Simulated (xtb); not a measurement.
xtb single point, GFN2-xTB, GBSA implicit water, on disilylmethane, CH8Si2 (SMILES [SiH3]C[SiH3]), charge 0, multiplicity 1.

```
xtb m.xyz --gfn 2 --chrg 0 --uhf 0 --norestart --sp --gbsa water

11

Si    -1.606065    -0.409452     0.000412
C     -0.000123     0.603006     0.000373
Si     1.605930    -0.409339     0.000327
H     -2.759093     0.497678     0.011934
H     -1.668923    -1.242847    -1.202107
H     -1.658919    -1.260439     1.191012
H      0.000042     1.260439     0.870960
H     -0.000323     1.260322    -0.870328
H      1.659157    -1.259649    -1.190723
H      1.668005    -1.243832     1.202107
H      2.759093     0.497631    -0.009862
```

Output:

```

          ...................................................
          :                      SETUP                      :
          :.................................................:
          :  # basis functions                  32          :
          :  # atomic orbitals                  30          :
          :  # shells                           16          :
          :  # electrons                        20          :
          :  max. iterations                   250          :
          :  Hamiltonian                  GFN2-xTB          :
          :  restarted?                      false          :
          :  GBSA solvation                   true          :
          :  PC potential                    false          :
          :  electronic temp.          300.0000000     K    :
          :  accuracy                    1.0000000          :
          :  -> integral cutoff          0.2500000E+02      :
          :  -> integral neglect         0.1000000E-07      :
          :  -> SCF convergence          0.1000000E-05 Eh   :
          :  -> wf. convergence          0.1000000E-03 e    :
          :  Broyden damping             0.4000000          :
          :  net charge                          0          :
          :  unpaired electrons                  0          :
          ...................................................

 iter      E             dE          RMSdq      gap      omega  full diag
   1     -9.6416680 -0.964167E+01  0.581E+00    6.37       0.0  T
   2     -9.7707001 -0.129032E+00  0.189E+00    5.34       1.0  T
   3     -9.7729543 -0.225424E-02  0.190E+00    5.67       1.0  T
   4     -9.7747365 -0.178219E-02  0.121E+00    5.61       1.0  T
   5     -9.7750279 -0.291315E-03  0.499E-01    5.61       1.0  T
   6     -9.7752108 -0.182981E-03  0.869E-02    5.56       1.0  T
   7     -9.7752043  0.651023E-05  0.646E-02    5.57       1.0  T
   8     -9.7752129 -0.853159E-05  0.275E-02    5.56       1.1  T
   9     -9.7752150 -0.212840E-05  0.153E-02    5.56       2.0  T
  10     -9.7752157 -0.671532E-06  0.299E-03    5.56      10.1  T
  11     -9.7752157 -0.304851E-07  0.169E-04    5.56     178.6  T
  12     -9.7752157  0.844764E-09  0.515E-04    5.56      58.6  T

   *** convergence criteria satisfied after 12 iterations ***

         #    Occupation            Energy/Eh            Energy/eV
      -------------------------------------------------------------
         1        2.0000           -0.7381412             -20.0858
       ...           ...                  ...                  ...
         4        2.0000           -0.4725090             -12.8576
         5        2.0000           -0.4416884             -12.0190
         6        2.0000           -0.4343480             -11.8192
         7        2.0000           -0.4326804             -11.7738
         8        2.0000           -0.4304748             -11.7138
         9        2.0000           -0.4144907             -11.2789
        10        2.0000           -0.3998478             -10.8804 (HOMO)
        11                         -0.1955607              -5.3215 (LUMO)
        12                         -0.1836959              -4.9986
        13                         -0.1783442              -4.8530
        14                         -0.1689628              -4.5977
        15                         -0.1661857              -4.5221
       ...                                ...                  ...
        30                          0.8207855              22.3347
      -------------------------------------------------------------
                  HL-Gap            0.2042870 Eh            5.5589 eV
             Fermi-level           -0.2977043 Eh           -8.1009 eV


         :::::::::::::::::::::::::::::::::::::::::::::::::::::
         ::                     SUMMARY                     ::
         :::::::::::::::::::::::::::::::::::::::::::::::::::::
         :: total energy              -9.662993571063 Eh    ::
         :: total w/o Gsasa/hb        -9.664184963066 Eh    ::
         :: gradient norm              0.003065003993 Eh/a0 ::
         :: HOMO-LUMO gap              5.558933221741 eV    ::
         ::.................................................::
         :: SCC energy                -9.775210484944 Eh    ::
         :: -> isotropic ES            0.023756824242 Eh    ::
         :: -> anisotropic ES          0.006398628659 Eh    ::
         :: -> anisotropic XC          0.006717607896 Eh    ::
         :: -> dispersion             -0.006701236320 Eh    ::
         :: -> Gsolv                   0.002185402956 Eh    ::
         ::    -> Gelec                0.000994010952 Eh    ::
         ::    -> Gsasa                0.001263663345 Eh    ::
         ::    -> Ghb                 -0.001929714468 Eh    ::
         ::    -> Gshift               0.001857443127 Eh    ::
         :: repulsion energy           0.112216913881 Eh    ::
         :: add. restraining           0.000000000000 Eh    ::
[... lines cut ...]
        16                         -0.1577129              -4.2916
        17                         -0.0801352              -2.1806
        18                         -0.0735436              -2.0012
        19                         -0.0718033              -1.9539
        20                         -0.0708632              -1.9283
        21                          0.1881586               5.1201
       ...                                ...                  ...
        30                          0.8207855              22.3347
      -------------------------------------------------------------
                  HL-Gap            0.2042870 Eh            5.5589 eV
             Fermi-level           -0.2977043 Eh           -8.1009 eV

     #   Z          covCN         q      C6AA      α(0)
     1  14 Si       3.674     0.453    98.497    19.017
     2   6 C        3.599    -0.254    26.373     7.430
     3  14 Si       3.674     0.453    98.498    19.017
     4   1 H        0.917    -0.112     6.019     3.837
     5   1 H        0.918    -0.116     6.179     3.888
     6   1 H        0.918    -0.116     6.178     3.888
     7   1 H        0.925     0.020     2.738     2.588
     8   1 H        0.925     0.020     2.738     2.588
     9   1 H        0.918    -0.116     6.179     3.888
    10   1 H        0.918    -0.117     6.181     3.888
    11   1 H        0.917    -0.112     6.017     3.837

 Mol. C6AA /au·bohr⁶  :       1836.858180
 Mol. C8AA /au·bohr⁸  :      66034.739983
 Mol. α(0) /au        :         73.864638

Wiberg/Mayer (AO) data.
largest (>0.10) Wiberg bond orders for each atom

 ---------------------------------------------------------------------------
     #   Z sym  total        # sym  WBO       # sym  WBO       # sym  WBO
 ---------------------------------------------------------------------------
     1  14 Si   3.648 --     2 C    0.926     6 H    0.897     5 H    0.897
                             4 H    0.893
     2   6 C    3.966 --     7 H    0.980     8 H    0.980     3 Si   0.926
                             1 Si   0.926
     3  14 Si   3.648 --     2 C    0.926     9 H    0.897    10 H    0.897
                            11 H    0.893
     4   1 H    0.987 --     1 Si   0.893
     5   1 H    0.986 --     1 Si   0.897
     6   1 H    0.986 --     1 Si   0.897
     7   1 H    1.000 --     2 C    0.980
     8   1 H    1.000 --     2 C    0.980
     9   1 H    0.986 --     3 Si   0.897
    10   1 H    0.986 --     3 Si   0.897
    11   1 H    0.987 --     3 Si   0.893
 ---------------------------------------------------------------------------


molecular dipole:
                 x           y           z       tot (Debye)
 q only:        0.000      -0.006      -0.000
   full:        0.000       0.176      -0.000       0.448
molecular quadrupole (traceless):
                xx          xy          yy          xz          yz          zz
 q only:       -0.049       0.001      -0.047      -0.002       0.000       0.096
  q+dip:       -2.855       0.002       1.164      -0.003       0.001       1.691
   full:       -2.031       0.002       0.989      -0.002       0.001       1.042

           -------------------------------------------------
          | TOTAL ENERGY               -9.662993571063 Eh   |
          | GRADIENT NORM               0.003065003993 Eh/α |
          | HOMO-LUMO GAP               5.558933221741 eV   |
           -------------------------------------------------
```

The total energy is -262.94 eV, 0.06 eV from the same level's vacuum run.
